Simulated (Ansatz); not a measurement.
One crystal and one scan (energy over volume and axial ratio) at two levels, PBE (plane waves to 420 eV, PAW, scalar-relativistic; Ansatz, a program for electronic structure) and r2SCAN (plane waves to 500 eV, PAW, scalar-relativistic; Ansatz), each from its own relaxed cell and on its own mesh. The cell shown is that of PBE.

SnO2 (rutile)

```xyz
6
Lattice="4.8276 0.0000 0.0000 0.0000 4.8276 0.0000 0.0000 0.0000 3.2379" Properties=species:S:1:pos:R:3 pbc="T T T"
Sn     0.0000     0.0000     0.0000
Sn     2.4138     2.4138     1.6190
O      1.4801     1.4801     0.0000
O      3.8939     0.9337     1.6190
O      0.9337     3.8939     1.6190
O      3.3474     3.3474     0.0000
```

The relaxed cell is deformed in two ways at once: its volume V is scaled, and at that volume it is stretched along z (the c axis of the conventional cell) so that c/a changes. Fractional atomic positions are held.

The energy includes the smearing's −TS. SnO2 was relaxed with its symmetry unable to fall. The PAW data are Ansatz's earlier set. As the atoms are clamped, bonds stretch with the cell, which overstates energies and stresses. Percentages come from the unrounded values. Both scans cover V/V₀ from 0.920 to 1.080 and (c/a)/(c/a)₀ from 0.880 to 1.120.

Results of PBE:

| Quantity | Result |
|---|---|
| Lattice constant a (Å) | 4.828 |
| Lattice constant c (Å) | 3.238 |
| Relaxed volume (Å³/atom) | 12.58 |
| Band gap of the relaxed cell, no spin-orbit coupling (eV) | 0.68 |
| Modulus against c/a change at fixed volume, (3/4V)·∂²E/∂(ln c/a)² (fit, atoms clamped) (GPa) | 100 |

Problem. What does r2SCAN give for the same quantities?

Solution. 
| quantity | r2SCAN | PBE − r2SCAN |
|---|---|---|
| Lattice constant a (Å) | 4.759 | +0.069 (+1.5 %) |
| Lattice constant c (Å) | 3.200 | +0.038 (+1.2 %) |
| Relaxed volume (Å³/atom) | 12.08 | +0.50 (+4.1 %) |
| Band gap of the relaxed cell, no spin-orbit coupling (eV) | 1.79 | -1.11 (-62 %) |
| Modulus against c/a change at fixed volume, (3/4V)·∂²E/∂(ln c/a)² (fit, atoms clamped) (GPa) | 118 | -18 (-16 %) |

PBE gives the higher value for: lattice constant a; lattice constant c; relaxed volume. PBE gives the lower value for: band gap of the relaxed cell, no spin-orbit coupling; modulus against c/a change at fixed volume.

(A scan under strain: stresses follow from slopes of the energy per volume, elastic moduli from its curvatures.)
